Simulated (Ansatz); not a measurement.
Here is the system:

SiO₂:
```
SiO2
1.0
    3.97877     2.29714     2.61635
   -3.97877     2.29714     2.61635
    0.00000    -4.59429     2.61635
Si O
3 6
Direct
  0.71533   0.28467   0.50000
  0.50000   0.71533   0.28467
  0.28467   0.50000   0.71533
  0.30957   0.69043   0.50000
  0.50000   0.30957   0.69043
  0.69043   0.50000   0.30957
  0.00000   0.33394   0.66606
  0.66606   0.00000   0.33394
  0.33394   0.66606   0.00000
```

This is the r²SCAN-relaxed structure. Cartesian axes are those of the cell as given.

Task: All from the program Ansatz at the r²SCAN level (PAW), unless another level is named. Give the Debye temperature from the elastic constants.

Result: 489 K.

Task: Predict the piezoelectric stress constants (proper, relaxed ions, C/m²).

Result: e11 = 0.03, e12 = e26 = -0.03.

Task: Next, the elastic constants (relaxed ions, GPa)?

Result: C11 = 81.6, C12 = 32.9, C13 = 65.7, C14 = 23.2, C33 = 246, C44 = 44.5.

Space group R32. The first step of the workflow began from a Materials Project structure, measured or hypothetical; the Crystallography Open Database copy checked does not list it. It is not the phase usual at ambient conditions (space group No. 92, 152, 154). Symmetry was held in the r²SCAN relaxation; phonons show weakly imaginary modes. Signs of piezoelectric constants follow the polarity of the cell as given.

Potentials: the earlier of the program's two PAW sets.
